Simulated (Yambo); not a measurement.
Ba₂SrWO₆ (space group C2/m, No. 12), G0W0@PBEsol in Yambo with this input:

```
rim_cut
gw0
dyson
el_el_corr
HF_and_locXC
ppa
em1d
RandQpts= 1000000
RandGvec= 1 Ry
EXXRLvcs= 84 Ry
VXCRLvcs= 336 Ry
Chimod= "HARTREE"
% BndsRnXp
 2 | 314 |
%
NGsBlkXp= 8 Ry
% LongDrXp
 1.0 | 1.0 | 1.0 |
%
PPAPntXp= 27.2114 eV
% GbndRnge
 1 | 314 |
%
GTermKind= "BG"
DysSolver= "n"
ExtendOut
```

On a 2×2×2 mesh, with wavefunctions cut at 84 Ry, the gap ((0, 0, -0.5) → (-0.5, -0.5, 0)) is 4.381 eV and the valence edge shifts by -0.544 eV.

What happens with this change: no random integration?

The gap falls by 0.072 eV, to 4.309 eV; the shift of the valence edge becomes -0.299 eV. Neither run is shown to be the converged limit.

Spin-orbit coupling is not included.

Geometry of the Materials Project entry, not relaxed at this level; primitive cell a = 6.116 Å, b = 6.116 Å, c = 6.214 Å, α = 119.69°, β = 119.69°, γ = 60.09°.

The structure is a Materials Project entry; no match was found in the copy of COD used, and its stability was not checked.

A shift is the quasiparticle energy of the state minus its PBEsol energy.
